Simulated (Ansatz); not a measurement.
Given:

BPd2:
```
BPd2
1.0
    4.64390     0.00000     0.00000
    0.00000     5.05690     0.00000
    0.00000     0.00000     3.09109
B Pd
2 4
Direct
  0.50000   0.50000   0.50000
  0.00000   0.00000   0.00000
  0.75124   0.15541   0.50000
  0.24876   0.84459   0.50000
  0.25124   0.34459   0.00000
  0.74876   0.65541   0.00000
```

This is the LDA-relaxed structure.

Question: All from LDA in the plane-wave PAW code Ansatz, unless another level is named. Give the electronic character.

Answer: metallic (no gap).

Question: Predict the formation energy from the elements (no fitted shifts).

Answer: -0.29 eV/atom.

Question: And the density of states at the Fermi level?

Answer: 0.26 states/eV per atom (mean over ±0.08 eV).

Space group Pnnm. The first step of the workflow began from a Materials Project structure, measured or hypothetical; the Crystallography Open Database files this formula in space group No. 58, but the cells were not matched. Its standing as an ambient phase is unchecked. The cell was relaxed with LDA under the symmetry of its start; whether a distortion lowers the energy is not shown. The run is not spin-polarised. The references are the lowest solids computed at this level, not always the standard phases. Spin–orbit coupling is left out wherever it is not named.

Potentials: the later of the program's two PAW sets.
